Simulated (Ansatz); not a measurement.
A relaxed cell of Ta2Mo is given with its symmetry left out. The cell was found from a structure generator's guess, not taken from experiment.

Computed with Ansatz 0.2.0, DFT PBE, scalar-relativistic, plane waves, PAW. Cutoff 420 eV, Γ-centred mesh, Gaussian smearing, no spin polarisation.

```
Ta Mo
1.0
     0.00000    3.13089    3.13089
     3.13089    0.00000    3.13089
     3.13089    3.13089    0.00000
Ta Mo
2 1
Direct
  0.25000 0.25000 0.25000
  0.75000 0.75000 0.75000
  0.00000 0.00000 0.00000
```

The zero of energy is the elements' standard structures at the same level; no fitted shifts are applied.

(1) What space group does it have?

(2) How far does it lie from the elements in energy?

(3) Is it a metal?

Answers

(1) Fm-3m (No. 225), the fluorite type. Conventional cell: a = 6.262 Å. Around Ta lie 4 Mo at 2.71 Å and 6 Ta at 3.13 Å; Mo has 8 Ta at 2.71 Å.

(2) +0.64 eV/atom. A positive value: parting into the elements would lower its energy.

(3) Yes, bands cross the Fermi level on the 12×12×12 mesh.

The last run used a 12×12×12 mesh for its 3-atom cell and Gaussian smearing of 0.10 eV. These runs have no spin–orbit coupling, which can matter for Ta. Symmetry constrained the relaxation, so the result can be a saddle point. Another cell of Ta2Mo relaxed alike, in Fd-3m, lies 244 meV/atom lower, so this cell isn't the stable form at this level.
